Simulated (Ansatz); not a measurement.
**Al2O3: a ladder of calculations**

Cell of run 1: a refined structure from the COD, atoms as given.

Space group R-3c:H (No. 167); a = 4.7605, c = 12.9956 Å, γ = 120.00°.

```
site  Wyckoff  site symmetry       x       y       z
  Al      12c             3.  0.0000  0.0000  0.3522
   O      18e             .2  0.9733  0.3333  0.5833
```

One atom of each set is listed; the run and its k-mesh use a cell of 10 atoms with edges of 5.13, 5.13, 5.13 Å.

Relaxed positions (PBE, cell held):

Al (0.0000, 0.0000, 0.3521)
O (0.9731, 0.3333, 0.5833)

All runs are DFT with Ansatz 0.2.0 (plane waves and PAW, scalar-relativistic unless spin–orbit coupling is named, Γ-centred meshes, Fermi–Dirac smearing where given) in this cell.

Run 1: PBE, atoms as given; 420 eV, 8×8×8 k-points, smearing 0.02 eV.
Run 2: PBE, atoms relaxed; 420 eV, 8×8×8 k-points, smearing 0.02 eV.
Run 3: r2SCAN, at the relaxed atoms; 500 eV, 8×8×8 k-points, smearing 0.02 eV.
Run 4: LDA, at the relaxed atoms; 420 eV, 8×8×8 k-points, smearing 0.02 eV.

| run | Al V_zz (η) | O V_zz (η) |
| --- | --- | --- |
| 1 | 0.57 (0.00) | -3.88 (0.51) |
| 2 | 0.56 (0.00) | -3.88 (0.51) |
| 3 | 0.56 (0.00) | -3.86 (0.51) |
| 4 | ? | ? |

V_zz in 10²¹ V/m².

Q: Estimate the row of run 4.

A: Al: 0.57 (0.00); O: -3.76 (0.51). It lies nearest to run 3, from whose tensors on these sites it differs by 0.10 at most (largest principal value of the difference, on O). Taken one at a time, the functional (between the two that differ most) moves the tensors on these sites by up to 0.12 (largest principal value of the change, on O), the positions of the atoms (as given or relaxed) by 0.01.

With these PAW files V_zz is typically within 2 to 3 % of all-electron values, but misses above 10 % occur on Al. The cell isn't the equilibrium one in runs 1, 2, 4 (calculated pressure 7, 7, -5 GPa), and the entry's cell may itself be off.
